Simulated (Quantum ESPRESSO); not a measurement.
# Ge6AlN: input and log of a self-consistent run

Simulated, not a measurement. The program is pw.x of Quantum ESPRESSO 7.5 (plane-wave density functional theory). The cell is made up: 8 atoms on a zincblende/diamond lattice, with randomly drawn elements, strain and displacements, not relaxed. PseudoDojo standard norm-conserving files (v0.5 for PBE, v0.4.1 for LDA and PBEsol) set the functional; there is no spin polarisation, spin-orbit coupling or dispersion term, and the masses in the input are unused placeholders.

Input:

```
&control calculation='scf', pseudo_dir='./dojo.nc.sr.pbe.v0_5.standard.upf', outdir='./o', disk_io='low', tprnfor=.true., tstress=.true. /
&system ibrav=0, nat=8, ntyp=3, nbnd=56, ecutwfc=84.00895049, nosym=.true., tot_charge=0,
 occupations='smearing', smearing='fd', degauss=0.0073498644
/
&electrons conv_thr=7.350e-09, electron_maxstep=60, /
ATOMIC_SPECIES
Al 1.0 Al.upf
Ge 1.0 Ge.upf
N 1.0 N.upf
CELL_PARAMETERS angstrom
5.9505 -0.1004 -0.0365
-0.1004 5.9399 0.0804
-0.0365 0.0804 5.8225
ATOMIC_POSITIONS angstrom
Ge -0.1128 0.0379 -0.0017
Al 0.051 3.0464 3.0346
Ge 2.9271 0.0944 2.8931
Ge 2.8767 2.9931 0.1128
Ge 1.4274 1.5172 1.4626
Ge 1.2569 4.3984 4.3824
N 4.3734 1.4999 4.4337
Ge 4.3532 4.4405 1.4573
K_POINTS automatic
6 6 6 1 1 1
```

The log is shortened where brackets say so; the opening notice, blank lines, dates and the lines on written files are dropped, and the path of the files is cut. It prints rydbergs, bohrs and kilobars, and counts compression as positive stress.

```
     Program PWSCF v.7.5
     Parallel version (MPI & OpenMP), running on       4 processor cores
     Number of MPI processes:                 4
     Threads/MPI process:                     1
     [start-up lines left out]
     bravais-lattice index     =            0
     lattice parameter (alat)  =      11.2466  a.u.
     unit-cell volume          =    1388.0917 (a.u.)^3
     number of atoms/cell      =            8
     number of atomic types    =            3
     number of electrons       =        92.00
     number of Kohn-Sham states=           56
     kinetic-energy cutoff     =      84.0090  Ry
     charge density cutoff     =     336.0358  Ry
     scf convergence threshold =      7.3E-09
     mixing beta               =       0.7000
     number of iterations used =            8  plain     mixing
     Exchange-correlation= PBE
                           (   1   4   3   4   0   0   0)
     [axes and pseudopotential details left out]
   Cartesian axes
     site n.     atom                  positions (alat units)
         1        Ge     tau(   1) = (  -0.0189533   0.0063682  -0.0002856  )
         2        Al     tau(   2) = (   0.0085693   0.5118745   0.5098918  )
         3        Ge     tau(   3) = (   0.4918290   0.0158617   0.4861161  )
         4        Ge     tau(   4) = (   0.4833605   0.5029187   0.0189533  )
         5        Ge     tau(   5) = (   0.2398404   0.2549291   0.2457549  )
         6        Ge     tau(   6) = (   0.2111919   0.7390457   0.7363573  )
         7        N      tau(   7) = (   0.7348450   0.2520222   0.7449770  )
         8        Ge     tau(   8) = (   0.7314509   0.7461196   0.2448643  )
     number of k points=   108  Fermi-Dirac smearing, width (Ry)=  0.0073
     Number of k-points >= 100: set verbosity='high' to print them.
     Dense  grid:   144433 G-vectors     FFT dimensions: (  72,  72,  72)
     Estimated max dynamical RAM per process >     630.04 MB
     Estimated total dynamical RAM >       2.36 GB
     Initial potential from superposition of free atoms
     starting charge      91.9926, renormalised to      92.0000
     Starting wfcs are   62 randomized atomic wfcs
     total cpu time spent up to now is        8.3 secs
     per-process dynamical memory:   554.1 Mb
     Self-consistent Calculation
     iteration #  1     ecut=    84.01 Ry     beta= 0.70
     Davidson diagonalization with overlap
     ethr =  1.00E-02,  avg # of iterations =  3.2
     Threshold (ethr) on eigenvalues was too large:
     Diagonalizing with lowered threshold
     Davidson diagonalization with overlap
     ethr =  8.93E-04,  avg # of iterations =  1.4
     total cpu time spent up to now is       44.5 secs
     total energy              =   -1096.42818495 Ry
     estimated scf accuracy    <       0.81539382 Ry
     iteration #  2     ecut=    84.01 Ry     beta= 0.70
     Davidson diagonalization with overlap
     ethr =  8.86E-04,  avg # of iterations =  8.5
     total cpu time spent up to now is       65.6 secs
     total energy              =   -1096.17910501 Ry
     estimated scf accuracy    <       7.36881854 Ry
     iteration #  3     ecut=    84.01 Ry     beta= 0.70
     Davidson diagonalization with overlap
     ethr =  8.86E-04,  avg # of iterations =  5.5
     total cpu time spent up to now is       89.0 secs
     total energy              =   -1096.90631741 Ry
     estimated scf accuracy    <       0.05616379 Ry
     iteration #  4     ecut=    84.01 Ry     beta= 0.70
     Davidson diagonalization with overlap
     ethr =  6.10E-05,  avg # of iterations =  5.8
     total cpu time spent up to now is      109.7 secs
     total energy              =   -1096.91653405 Ry
     estimated scf accuracy    <       0.00612124 Ry
     iteration #  5     ecut=    84.01 Ry     beta= 0.70
     Davidson diagonalization with overlap
     ethr =  6.65E-06,  avg # of iterations =  5.4
     total cpu time spent up to now is      129.8 secs
     total energy              =   -1096.91712758 Ry
     estimated scf accuracy    <       0.00556842 Ry
     iteration #  6     ecut=    84.01 Ry     beta= 0.70
     Davidson diagonalization with overlap
     ethr =  6.05E-06,  avg # of iterations =  2.0
     total cpu time spent up to now is      146.3 secs
     total energy              =   -1096.91792392 Ry
     estimated scf accuracy    <       0.00054018 Ry
     iteration #  7     ecut=    84.01 Ry     beta= 0.70
     Davidson diagonalization with overlap
     ethr =  5.87E-07,  avg # of iterations =  2.0
     total cpu time spent up to now is      162.6 secs
     total energy              =   -1096.91801344 Ry
     estimated scf accuracy    <       0.00000949 Ry
     iteration #  8     ecut=    84.01 Ry     beta= 0.70
     Davidson diagonalization with overlap
     ethr =  1.03E-08,  avg # of iterations =  4.1
     total cpu time spent up to now is      182.4 secs
     total energy              =   -1096.91801676 Ry
     estimated scf accuracy    <       0.00000422 Ry
     iteration #  9     ecut=    84.01 Ry     beta= 0.70
     Davidson diagonalization with overlap
     ethr =  4.58E-09,  avg # of iterations =  2.0
     total cpu time spent up to now is      199.0 secs
     total energy              =   -1096.91801788 Ry
     estimated scf accuracy    <       0.00000049 Ry
     iteration # 10     ecut=    84.01 Ry     beta= 0.70
     Davidson diagonalization with overlap
     ethr =  5.33E-10,  avg # of iterations =  2.0
     total cpu time spent up to now is      215.7 secs
     total energy              =   -1096.91801798 Ry
     estimated scf accuracy    <       0.00000003 Ry
     iteration # 11     ecut=    84.01 Ry     beta= 0.70
     Davidson diagonalization with overlap
     ethr =  3.48E-11,  avg # of iterations =  3.3
     total cpu time spent up to now is      233.6 secs
     End of self-consistent calculation
     Number of k-points >= 100: set verbosity='high' to print the bands.
     the Fermi energy is     5.7212 ev
!    total energy              =   -1096.91801799 Ry
     estimated scf accuracy    <          4.8E-09 Ry
     smearing contrib. (-TS)   =      -0.00528678 Ry
     internal energy E=F+TS    =   -1096.91273121 Ry
     The total energy is F=E-TS. E is the sum of the following terms:
     one-electron contribution =    -674.23621313 Ry
     hartree contribution      =     388.68251996 Ry
     xc contribution           =    -269.16825335 Ry
     ewald contribution        =    -542.19078468 Ry
     convergence has been achieved in  11 iterations
     Forces acting on atoms (cartesian axes, Ry/au):
     atom    1 type  2   force =    -0.00846360    0.03486402   -0.04895808
     atom    2 type  1   force =    -0.10080717   -0.07751408   -0.04250441
     atom    3 type  2   force =     0.02922011   -0.00304596    0.03739413
     atom    4 type  2   force =     0.01161418   -0.01885508   -0.04376590
     atom    5 type  2   force =    -0.01524078    0.00077356    0.00718528
     atom    6 type  2   force =     0.06237463    0.07943846    0.06146996
     atom    7 type  3   force =     0.01530867   -0.00945350   -0.01454006
     atom    8 type  2   force =     0.00599396   -0.00620742    0.04371908
     Total force =     0.207638     Total SCF correction =     0.000391
     Computing stress (Cartesian axis) and pressure
          total   stress  (Ry/bohr**3)                   (kbar)     P=      -64.31
  -0.00048923   0.00017705   0.00007992          -71.97       26.04       11.76
   0.00017705  -0.00044538   0.00003936           26.04      -65.52        5.79
   0.00007992   0.00003936  -0.00037699           11.76        5.79      -55.46
     init_run     :      7.96s CPU      8.24s WALL (       1 calls)
     electrons    :    224.34s CPU    225.37s WALL (       1 calls)
     forces       :      2.71s CPU      2.73s WALL (       1 calls)
     stress       :      9.47s CPU      9.47s WALL (       1 calls)
     [timing details left out]
     PWSCF        :   4m 4.61s CPU   4m 6.05s WALL
     JOB DONE.
```

In other units: free energy -14924.330 eV for the cell, pressure -6.43 GPa, largest force component 2.592 eV/Å. A rerun of the same cell at another strain at 1437 eV and a 8 x 8 x 8 mesh moved values by no more than 0.003 eV in energy, 0.02 GPa in stress and 0.006 eV/Å in force.